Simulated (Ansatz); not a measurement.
**Guessed and relaxed cells of Na2H5**

Recipe of this trial structure of Na2H5: random cell by space group and Wyckoff sites (P6/mmm, No. 191). Lengths were set from tabulated atomic sizes, so they are only a guess.

start.cif

```cif
data_structure
_symmetry_space_group_name_H-M 'P 1'
_symmetry_Int_Tables_number 1
_cell_length_a 3.3317
_cell_length_b 3.3317
_cell_length_c 7.3712
_cell_angle_alpha 90.000
_cell_angle_beta 90.000
_cell_angle_gamma 120.000
_cell_volume 70.86
loop_
_atom_site_label
_atom_site_type_symbol
_atom_site_fract_x
_atom_site_fract_y
_atom_site_fract_z
_atom_site_occupancy
Na1 Na 0.00000 0.00000 0.73318 1
Na2 Na 0.00000 0.00000 0.26682 1
H1 H 0.33333 0.66667 0.23326 1
H2 H 0.33333 0.66667 0.76674 1
H3 H 0.66667 0.33333 0.76674 1
H4 H 0.66667 0.33333 0.23326 1
H5 H 0.00000 0.00000 0.50000 1
```

Theory: DFT PBE, scalar-relativistic, plane waves, PAW in Ansatz. Cutoff 420 eV, Gaussian smearing, Γ-centred meshes. Cell and atoms relax first on a coarse mesh and then on a finer one. In between, the cell is made exact in the group found at 0.06 Å. In metals the finer mesh still leaves noise of several meV/atom or more. The steps can't lower the symmetry of their start. No spin polarisation.

end.cif

```cif
data_structure
_symmetry_space_group_name_H-M 'P 1'
_symmetry_Int_Tables_number 1
_cell_length_a 4.1226
_cell_length_b 4.1226
_cell_length_c 8.9914
_cell_angle_alpha 90.000
_cell_angle_beta 90.000
_cell_angle_gamma 120.000
_cell_volume 132.34
loop_
_atom_site_label
_atom_site_type_symbol
_atom_site_fract_x
_atom_site_fract_y
_atom_site_fract_z
_atom_site_occupancy
Na1 Na 0.00000 0.00000 0.72062 1
Na2 Na 0.00000 0.00000 0.27938 1
H1 H 0.33333 0.66667 0.04359 1
H2 H 0.33333 0.66667 0.95641 1
H3 H 0.66667 0.33333 0.95641 1
H4 H 0.66667 0.33333 0.04359 1
H5 H 0.00000 0.00000 0.50000 1
```

The symmetry stays P6/mmm (No. 191). The volume per atom grows by 86.8 %, from 10.1 to 18.9 Å³. The shortest distance goes from 1.72 Å (Na–H) to 0.78 Å (H–H). The energy falls by about 0.82 eV/atom (the start's value is from the coarse mesh). The end is written in a standard setting, so origin, axes and order of atoms can differ from the start's.

| Item | Value |
| --- | --- |
| Volume per atom | 18.9 Å³ |
| Density | 0.6 g/cm³ |
| Energy over the elements | +0.16 eV/atom |
| Gap on the 12×12×4 mesh of the 7-atom cell | 0 eV (a metal) |

Energies over the elements count from the elements' standard structures at the same level (H₂ as a molecule), with no fitted energy shifts. A positive value: parting into the elements would lower its energy.

The last run used Gaussian smearing of 0.10 eV. No dispersion correction is applied, so the spacing and binding between layers, chains or molecules are poorly described. The cell is a metal run without spin; a magnetic state may lie lower. With hydrogen, zero-point motion can shift formation energies by some tens of meV/atom. A structure relaxed within its symmetry needn't be a true minimum. In all, the 3 runs took 54 s on 1 thread of Arm Neoverse V2 (shared host).
